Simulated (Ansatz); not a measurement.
**The polar optical mode of LiF at 5 GPa, worked through**

Computed with DFT LDA, scalar-relativistic, plane waves, PAW (Ansatz 0.2.0). Settings: 420 eV plane-wave cutoff, Γ-centred 10×10×10 mesh, fixed occupations. No spin polarisation. Phonons by linear response, acoustic sum rule imposed.

The cell, relaxed at 5 GPa:
```
Li F
1.0
     0.00000    1.92112    1.92112
     1.92112    0.00000    1.92112
     1.92112    1.92112    0.00000
Li F
1 1
Cartesian
  0.0000 0.0000 0.0000
  1.9211 1.9211 1.9211
```

Linear response gives ν_TO = 385.7 cm⁻¹, Born charges ±1.035 e (positive on Li) and ε∞ = 2.134. The primitive cell holds 14.180 Å³, and the masses are 6.940 and 18.998 amu.

Task: Find ν_LO and the static dielectric constant.

Result: The long-wave field adds a restoring force: ω_LO² − ω_TO² = Z*²e²/(ε_vac ε∞ μV). In these units ν_LO² − ν_TO² = 4.92064×10⁷ Z*²/(μ V ε∞) cm⁻², with μ = m₁m₂/(m₁ + m₂) = 5.083 amu: 342560 cm⁻². So ν_LO = √(385.7² + 342560) = 700.9 cm⁻¹, and the run gives 700.9. Lyddane–Sachs–Teller then gives ε0 = ε∞ (ν_LO/ν_TO)² = 7.05, against 7.05 in the run (it forms both from the same three quantities, so the match checks the arithmetic only). Between ν_TO and ν_LO the dielectric function is negative and an undamped crystal reflects fully: a reststrahlen band from 14.3 to 25.9 μm.

Task: What do the Clausius–Mossotti polarisability and the Szigeti charge come to?

Result: With the Lorentz local field, α = (3V/4π)(ε∞ − 1)/(ε∞ + 2) = 0.93 Å³ for the pair, and e_S = 3Z*/(ε∞ + 2) = 0.75 e. The Born charge includes the electrons' response to the dipole's own local field, and e_S takes that enhancement out. The Lorentz field assumes point-like polarisable ions, a fair picture at this small ε∞.

Task: How strongly does a slow electron couple to the LO mode?

Result: For one isotropic parabolic band, Fröhlich's constant is α_F = (1/ε∞ − 1/ε0) √(m* Ry/ħω_LO), with Ry = 13.606 eV, ħω_LO = 86.9 meV and m* in free-electron masses: α_F = 0.3267 × 12.51 × √m* = 4.09 √m*. The band mass isn't part of this run; for m* = 0.1, 0.3 and 1 it gives 1.29, 2.24, 4.09. In weak coupling the polaron lies α_F ħω_LO below the band edge (195 meV at m* = 0.3) with a mass m*(1 + α_F/6); past α_F of about 5 or 6 that expansion fails. A semilocal functional's ε∞ tends to be too large, which taken alone lowers α_F.